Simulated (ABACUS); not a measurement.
# A series of runs on Ag (R-3m, 3 atoms in the cell; from Materials Project mp-989737)

```
CELL_PARAMETERS angstrom
      1.47304     0.85046     7.20465
     -1.47304     0.85046     7.20465
      0.00000    -1.70093     7.20465
ATOMIC_POSITIONS crystal
  Ag 0.00000 0.00000 0.00000
  Ag 0.77772 0.77772 0.77772
  Ag 0.22228 0.22228 0.22228
```

Base run A: PBEsol, PseudoDojo 0.4 standard norm-conserving PBEsol (tails mended) pseudopotentials (ABACUS 3.10.1), self-consistent single point.

Its settings: KPT = Gamma 6 6 6 0 0 0; basis_type = pw; ecutwfc = 82 Ry; smearing_method = mp; smearing_sigma = 0.0146997 Ry; potentials = PseudoDojo 0.4 standard norm-conserving PBEsol (tails mended); symmetry = 1; symmetry_prec = 1e-05; ks_solver = dav_subspace; scf_nmax = 100; scf_thr = 1.0e-09 Ry; mixing_type = pulay; mixing_beta = 0.4.

The structure comes from a collection of computed structures, made at another level of theory; the collection holds predicted forms beside known ones. No clean gap shows at this smearing width and mesh (spacing up to 0.41 Å⁻¹); the mesh is coarse for partly filled bands, so the values carry mesh errors.

ΔF is the free energy per atom less that of run A. 

| run | change | ΔF (meV/atom) | pressure (GPa) | largest force (eV/Å) |
|---|---|---|---|---|
| A | base | 0.00 | -6.89 | 0.006 |
| B | atom 3 moved by -0.15 angstrom along z | 14.4 | -6.09 | 0.594 |
| C | atom 3 moved by -0.08 angstrom along z | 4.0 | -6.65 | 0.304 |
| D | atom 3 moved by -0.04 angstrom along z | 0.96 | -6.82 | 0.148 |
| E | atom 3 moved by +0.04 angstrom along z | 1.07 | -6.81 | 0.156 |
| F | atom 3 moved by +0.08 angstrom along z | 4.2 | -6.65 | 0.311 |
| G | atom 3 moved by +0.15 angstrom along z | 14.8 | -6.10 | 0.603 |

Run B against A: The free energy rises by 14.4 meV/atom, the pressure goes from -6.89 to -6.09 GPa and the largest force goes from 0.006 to 0.594 eV/Å.

Run C against A: The free energy goes up by 4.0 meV/atom, the pressure goes from -6.89 to -6.65 GPa and the largest force goes from 0.006 to 0.304 eV/Å.

Run G against A: The free energy rises by 14.8 meV/atom, the pressure goes from -6.89 to -6.10 GPa and the largest force goes from 0.006 to 0.603 eV/Å.

Small differences between rows can be mesh errors.

“Tails mended”: in these copies of the files the far tail of each local potential was reset to the Coulomb form.
